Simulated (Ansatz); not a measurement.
Te:
```yaml
crystal:
  lattice:
    - [3.14964, 0.00000, 0.00000]
    - [0.00000, 3.14964, 0.00000]
    - [0.00000, 0.00000, 3.14964]
  atoms:
    - { symbol: Te, position: [0.00000, 0.00000, 0.00000] }
```

Relaxed with PBEsol.

**Question.** Which orbitals make up the states near the Fermi level in DFT-PBEsol in the program Ansatz with PAW potentials?

**Answer.** Within 0.5 eV of the Fermi level: Te 5p 92 %. Projections are on Löwdin-orthogonalised atomic valence shells; empty p or d shells of many metals are not among them.

**Question.** Tabulate the density of states.

**Answer.** States/eV per cell of 1 atom, in 0.25 eV bins, energy from the Fermi level.

```tsv
E (eV)	total	Te 5p	Te 5s
-7.85	0.00	0.00	0.00
-7.60	0.00	0.00	0.00
-7.35	0.00	0.00	0.00
-7.10	0.00	0.00	0.00
-6.85	0.00	0.00	0.00
-6.60	0.00	0.00	0.00
-6.35	0.03	0.03	0.00
-6.10	0.19	0.19	0.00
-5.85	0.30	0.29	0.00
-5.60	0.39	0.38	0.01
-5.35	0.47	0.46	0.01
-5.10	0.57	0.56	0.01
-4.85	0.70	0.68	0.02
-4.60	0.92	0.90	0.02
-4.35	0.91	0.88	0.02
-4.10	0.91	0.88	0.03
-3.85	0.87	0.83	0.03
-3.60	0.88	0.84	0.03
-3.35	0.85	0.81	0.04
-3.10	0.81	0.76	0.04
-2.85	0.72	0.67	0.04
-2.60	0.67	0.63	0.04
-2.35	0.64	0.59	0.04
-2.10	0.62	0.58	0.04
-1.85	0.61	0.56	0.04
-1.60	0.59	0.54	0.04
-1.35	0.59	0.54	0.04
-1.10	0.56	0.52	0.04
-0.85	0.57	0.52	0.04
-0.60	0.57	0.53	0.03
-0.35	0.56	0.51	0.03
-0.10	0.56	0.52	0.03
0.15	0.58	0.53	0.03
0.40	0.57	0.53	0.02
0.65	0.58	0.54	0.02
0.90	0.63	0.59	0.02
1.15	0.68	0.64	0.02
1.40	0.71	0.67	0.01
1.65	0.68	0.65	0.01
1.90	0.70	0.63	0.01
2.15	0.74	0.61	0.01
2.40	0.76	0.59	0.01
2.65	0.72	0.52	0.00
2.90	0.59	0.36	0.00
3.15	0.53	0.27	0.00
3.40	0.42	0.15	0.00
3.65	0.50	0.17	0.00
3.90	0.51	0.09	0.00
4.15	0.42	0.01	0.00
4.40	0.38	0.00	0.00
4.65	0.40	0.00	0.00
```

Space group Pm-3m (simple cubic). The start of the workflow was typed in or built on a structure type; neither database checked (COD, Materials Project) lists it. It is not the phase usual at ambient conditions (space group No. 152). The PBEsol relaxation kept the symmetry of its start; its stability against distortions is not shown here. Scalar-relativistic: spin–orbit coupling is off unless named, which matters more the heavier the elements.

Potentials: the earlier of the program's two PAW sets. The files were generated under PBE; for other functionals the program regenerates the frozen cores, and for LDA and PBEsol the local potential too.
